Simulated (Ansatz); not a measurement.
Data:

ZnAs₂:
```xyz
24
Lattice="9.2697 0.0000 0.0000 0.0000 7.6923 0.0000 -1.7335 0.0000 7.8257" Properties=species:S:1:pos:R:3 pbc="T T T"
Zn     0.0747     5.7643     3.0880
Zn     7.4616     1.9280     4.7377
Zn     8.3283     1.9182     0.8248
Zn    -0.7921     5.7741     7.0009
Zn     3.2182     0.7723     1.7457
Zn     4.3181     6.9200     6.0800
Zn     5.1848     4.6185     2.1671
Zn     2.3514     3.0738     5.6586
As     3.1910     3.2629     1.7166
As     4.3453     4.4294     6.1091
As     5.2120     7.1091     2.1962
As     2.3242     0.5832     5.6295
As     1.4526     0.0988     3.3869
As     6.0837     7.5935     4.4388
As     6.9504     3.9450     0.5260
As     0.5858     3.7473     7.2997
As     1.4999     3.7829     3.4148
As     6.0364     3.9094     4.4109
As     6.9031     7.6290     0.4981
As     0.6332     0.0633     7.3276
As    -0.0608     1.9681     3.0709
As     7.5971     5.7242     4.7548
As     8.4638     5.8142     0.8419
As    -0.9275     1.8781     6.9838
```

This is the r²SCAN-relaxed structure.

**Question.** All from r²SCAN in the plane-wave PAW code Ansatz, unless another level is named. Predict the band gap.

**Answer.** 0.52 eV (direct).

**Question.** Give the valence-band maximum.

**Answer.** at Γ.

Space group P2_1/c. The workflow started from a Materials Project entry (that database holds measured and hypothetical structures alike); the Crystallography Open Database files this formula in space group No. 14, but the cells were not matched. Its standing as an ambient phase is unchecked. The cell was relaxed with r²SCAN under the symmetry of its start; its stability against distortions is not shown here. Scalar-relativistic: spin–orbit coupling is off unless named, which matters more the heavier the elements.

Potentials: the later of the program's two PAW sets.
